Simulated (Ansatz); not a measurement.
Computed with Ansatz 0.2.0, DFT PBE, scalar-relativistic, plane waves, PAW. All cells share a 420 eV cutoff and Γ-centred k meshes spaced at most about 0.3 Å⁻¹ (about 0.25 or finer for metals, 2π included). No spin polarisation in the final relaxations.

Temperature and zero-point effects are left out.

Two relaxed structures of Tl₃Ge₂H:

1.

```
CELL_PARAMETERS angstrom
6.30730 0.00000 0.00000
-3.15365 5.46228 0.00000
0.00000 0.00000 5.98541
ATOMIC_POSITIONS crystal
Tl 0.50000 0.00000 0.00000
Tl 0.00000 0.50000 0.00000
Tl 0.50000 0.50000 0.00000
Ge 0.00000 0.00000 0.29322
Ge 0.00000 0.00000 0.70678
H 0.00000 0.00000 0.00000
```

2.

```
CELL_PARAMETERS angstrom
3.25633 0.00000 0.00000
0.00000 3.25633 0.00000
0.00000 0.00000 12.96660
ATOMIC_POSITIONS crystal
Tl 0.00000 0.00000 0.87221
Tl 0.00000 0.00000 0.12779
Tl 0.00000 0.00000 0.50000
Ge 0.50000 0.50000 0.31696
Ge 0.50000 0.50000 0.68304
H 0.50000 0.50000 0.00000
```

Question: Which is lower in energy, and by how much?

Answer: Cell 2 is lower, by 154 meV/atom. Cell 1 has space group P6/mmm (No. 191), 34.4 Å³/atom and no gap on its mesh; cell 2 has space group P4/mmm (No. 123), 22.9 Å³/atom and no gap. The shortest distance is 1.76 Å (Ge–H) in cell 1 and 2.84 Å (Tl–H) in cell 2. Cell 1 holds Ge–Ge pairs (shortest 2.48 Å); in cell 2 the shortest Ge–Ge distance is 3.26 Å. The denser one is the lower, and pressure would at first widen the difference. Even the lower one lies +0.40 eV/atom against the reference forms of the elements (uncorrected), so neither is stable at this level. In cell 1, Tl is surrounded by 2 H at 3.15 Å, 4 Tl at 3.15 Å and 4 Ge at 3.61 Å; Ge has 1 H at 1.76 Å, 1 Ge at 2.48 Å, 1 Ge at 3.51 Å and 6 Tl at 3.61 Å; around H lie 2 Ge at 1.76 Å and 6 Tl at 3.15 Å. In cell 2, around Tl on a site of symmetry 4mm lie 4 H at 2.84 Å, 5 Tl at 3.26–3.31 Å and 4 Ge at 3.36 Å; around Ge lie 4 Ge at 3.26 Å and 8 Tl at 3.31–3.36 Å; H has 8 Tl at 2.84 Å and 4 H at 3.26 Å; 1 more site not described. Both come from invented guesses.

Spin–orbit coupling, which can matter for Tl, is left out. With hydrogen, zero-point motion can shift such differences by 10 meV/atom or more. Cells relaxed within their symmetry can be saddle points.
